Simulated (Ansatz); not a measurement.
An elastic tensor (GPa, Voigt order, standard axes) from r²SCAN (plane waves, PAW; program Ansatz):

```
      1     2     3     4     5     6
-  ----  ----  ----  ----  ----  ----
1  96.6  55.8  56.6   0.0   0.0   0.0
2  55.8  96.6  56.6   0.0   0.0   0.0
3  56.6  56.6  96.8   0.0   0.0   0.0
4   0.0   0.0   0.0  44.2   0.0   0.0
5   0.0   0.0   0.0   0.0  44.2   0.0
6   0.0   0.0   0.0   0.0   0.0  44.5
```

### Question
Pick the material that matches.
(A) BAs, P4_2/mnm (B on 4g, As on 4f)
(B) GaCuSe2, chalcopyrite
(C) C, P4_2/mmc (C on 2e, C on 4i)
(D) GaN, P4_2/mnm (Ga on 4g, N on 4f)

### Answer
B, GaCuSe2, chalcopyrite

Space group I-42d (chalcopyrite). The r²SCAN relaxation kept the symmetry of its start. The run is not spin-polarised.

Potentials: the later of the program's two PAW sets.
